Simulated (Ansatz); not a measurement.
Consider the following.

LaBi:
```xyz
2
Lattice="0.0000 3.2785 3.2785 3.2785 0.0000 3.2785 3.2785 3.2785 0.0000" Properties=species:S:1:pos:R:3 pbc="T T T"
La     3.2785     3.2785     3.2785
Bi     0.0000     0.0000     0.0000
```

This is the PBEsol-relaxed structure.

### Question
All from PBEsol in the plane-wave PAW code Ansatz, unless another level is named. Give the density of states at the Fermi level.

### Answer
0.12 states/eV per atom (mean over ±0.08 eV).

### Question
Predict the formation energy from the elements (no fitted shifts).

### Answer
-102 kJ/mol of atoms.

### Question
Give the gap with spin–orbit coupling.

### Answer
none (metallic).

Space group Fm-3m (rock salt). The workflow started from a Materials Project entry (that database holds measured and hypothetical structures alike); the Crystallography Open Database files this formula in space group No. 225, but the cells were not matched. Its standing as an ambient phase is unchecked. The PBEsol relaxation kept the symmetry of its start; of distortions, only those at the zone centre were tested. The references are the lowest solids computed at this level, not always the standard phases. Spin–orbit coupling is left out wherever it is not named.

Potentials: the later of the program's two PAW sets.
